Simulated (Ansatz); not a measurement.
## Two Ansatz runs on CaGe2Pd2

Structure from Materials Project entry mp-16260 (possibly hypothetical), not relaxed further.

First run: DFT, PBEsol, PAW with Ansatz's default frozen-core files, scalar-relativistic (Ansatz 0.2.0).

Command: `ansatz run input.yaml --threads 2 --pin off --max-ram 6144MiB --backend cpu --events-out ev --progress --plain --runs-dir out` The run took 31 s on 2 threads of Intel(R) Xeon(R) 6975P-C (Granite Rapids), with other jobs on the host.

```yaml
crystal:
  lattice:
    - [-2.1545804327, 2.1545804327, 5.0560525547]
    - [2.1545804327, -2.1545804327, 5.0560525547]
    - [2.1545804327, 2.1545804327, -5.0560525547]
  atoms:
    - { symbol: Ca, position: [0.0, 0.0, 0.0] }
    - { symbol: Ge, position: [0.3762142, 0.3762142, 0.0] }
    - { symbol: Ge, position: [0.6237858, 0.6237858, 0.0] }
    - { symbol: Pd, position: [0.75, 0.25, 0.5] }
    - { symbol: Pd, position: [0.25, 0.75, 0.5] }
kpoints:
  mp_grid: { grid: [11, 11, 11] }
  band_path:
    path:
      - [0.0, 0.0, 0.0]
      - [0.0, 0.0, 0.5]
      - [0.25, 0.25, 0.25]
      - [0.0, 0.5, 0.0]
      - [0.0, 0.0, 0.0]
      - [0.5, 0.5, -0.5]
      - [0.2953985804, 0.7046014196, -0.2953985804]
      - [-0.2953985804, 0.2953985804, 0.2953985804]
      - [0.0, 0.0, 0.0]
    npoints: 14
scf:
  occupations: { method: fermi_dirac, width: 0.05 }
hamiltonian:
  xc: pbesol
  pseudopotentials: { kind: paw }
output:
  forces: true
  stress: true
  eigenvalues: true
  efg: { contact_densities: true }
  populations: true
  bader: true
  dos: { projected: true, de: 0.2, e_range: [-14, 8] }
  write_density: true
  write_potential: true
  elf: true
  volumetric_format: npy
```

Result: converged; pressure -2.11 GPa; largest force 0.193 eV/Å; no gap on the k mesh; 8 SCF iterations.

Spin polarisation is left out, and whether a magnetic state lies lower isn't shown here.

The input is then changed:

```diff
@@ -25,5 +25,6 @@
     npoints: 14
 scf:
-  occupations: { method: fermi_dirac, width: 0.05 }
+  occupations: { method: tetrahedron_uncorrected }
+  initial_density: { chi_scale: 0.0 }
 hamiltonian:
   xc: pbesol
@@ -35,9 +36,5 @@
   efg: { contact_densities: true }
   populations: true
-  bader: true
-  dos: { projected: true, de: 0.2, e_range: [-14, 8] }
-  write_density: true
-  write_potential: true
-  elf: true
-  volumetric_format: npy
+basis:
+  ecutwfc: "51.4 Ry"
```

Question: What does the second run give?

Answer: It converged; energy at zero smearing +7.1 meV/atom from the first run; pressure -2.09 GPa; largest force 0.129 eV/Å; no gap on the k mesh; 9 SCF iterations.
